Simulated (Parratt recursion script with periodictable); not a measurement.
Peak EUV reflectivity of a Si/Rh multilayer on Si against the number of periods

| layer, from the top | thickness (Å) | density (g/cm³) | rms roughness of its top face (Å) | δ at 13.5 nm | β at 13.5 nm |
|---|---|---|---|---|---|
| Si (in each period) | 44.6 | 2.313 | 0 | 9.927 × 10⁻⁴ | 0.001813 |
| Rh (in each period) | 24 | 12.398 | 0 | 0.1248 | 0.03117 |
| Si (substrate) | – | 2.313 | 0 | 9.927 × 10⁻⁴ | 0.001813 |

The refractive index is n = 1 − δ + iβ; the runs take δ and β at each wavelength of the scan. Vacuum lies above.

Densities are inputs, not measurements. They were set from computed cells of the Materials Project: Si from entry mp-149 (Fd-3m, 2.313 g/cm³); Rh from entry mp-74 (Fm-3m, 12.398 g/cm³). A layer's crystal structure does not enter its constants, only its composition and density.

Calculation: EUV and soft X-ray reflectivity, Parratt recursion, Névot-Croce roughness, Henke tables; Parratt recursion script with periodictable 1.7.1.

Light falls at α = 5° from the surface normal. It is s-polarised. The wavelength is scanned from 12.42 to 14.58 nm in 161 evenly spaced points, without smoothing. The peak is the highest scan point; its wavelength and height come from a parabola through R at that point and its two neighbours.

The runs differ in the number of periods N alone.

```
N   peak λ (nm)  peak R (%)
--  -----------  ----------
5        13.311        18.8
15       13.320           ?
20       13.353        59.0
25       13.374        61.3
60       13.399        63.1
```

Q: Estimate the peak reflectivity for N = 15, trying the form R = R∞ tanh²(aN + b).

A: Take R∞ from the largest stack, 63.1 % at N = 60. For the shown rows under 97 % of it, y = artanh[(R/R∞)^½] is 0.612 at N = 5, 2.043 at N = 20. The line through them has a = 0.0954 and b = 0.135. This form gives tanh²y = 1.000 at N = 60, in keeping with the choice of R∞. At N = 15, y = 1.566 and R = 63.1 × tanh²y = 53.0 %.

The run gave 53.7 %, so the form misses by 0.7 points.
